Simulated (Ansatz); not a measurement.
The start is a generated cell, Cs2P3 built in the AFLOW prototype A2B3_tP10_127_g_ah (D5_a). Cell shape, volume and atoms are optimised at zero target pressure with r2SCAN (plane waves to 500 eV, PAW, scalar-relativistic; Ansatz, a program for electronic structure). The first steps use a coarse 3×3×5 k-mesh.

Initial structure:
```
CELL_PARAMETERS angstrom
      8.80940     0.00000     0.00000
      0.00000     8.80940     0.00000
      0.00000     0.00000     4.67104
ATOMIC_POSITIONS crystal
  P  0.00000 0.00000 0.00000
  P  0.50000 0.50000 0.00000
  P  0.18210 0.68210 0.50000
  P  0.68210 0.81790 0.50000
  P  0.31790 0.18210 0.50000
  P  0.81790 0.31790 0.50000
  Cs 0.38410 0.88410 0.00000
  Cs 0.88410 0.61590 0.00000
  Cs 0.11590 0.38410 0.00000
  Cs 0.61590 0.11590 0.00000
```

How much energy is released per atom?

About 1.2 eV/atom.

How does the volume change?

+5.3 %, from 36.25 to 38.16 Å³/atom.

How do the shortest distances between atoms change?

The closest pairs of elements (up to four, under 3.6 Å), start → end: P–P 3.98 → 1.95 Å; Cs–Cs 2.89 → 3.71 Å; Cs–P 3.43 → 3.59 Å.

The space group stays P4/mbm (No. 127) (the run could not lower it), with 10 atoms in the primitive cell. Final values are on a 5×5×13 k-mesh of the relaxed cell. The start holds a very short contact (Cs–Cs 2.89 Å). No spin polarisation in the result.

The run could not lower the symmetry of its start; a shaken copy of this end point relaxes with r2SCAN to C2/m (No. 12), 0.68 eV/atom lower.

The relaxed structure here is a generated cell of Cs2P3: the first start was made by placing the elements on the sites of a structure type, and the end was not matched to a known phase here, so it may be hypothetical.
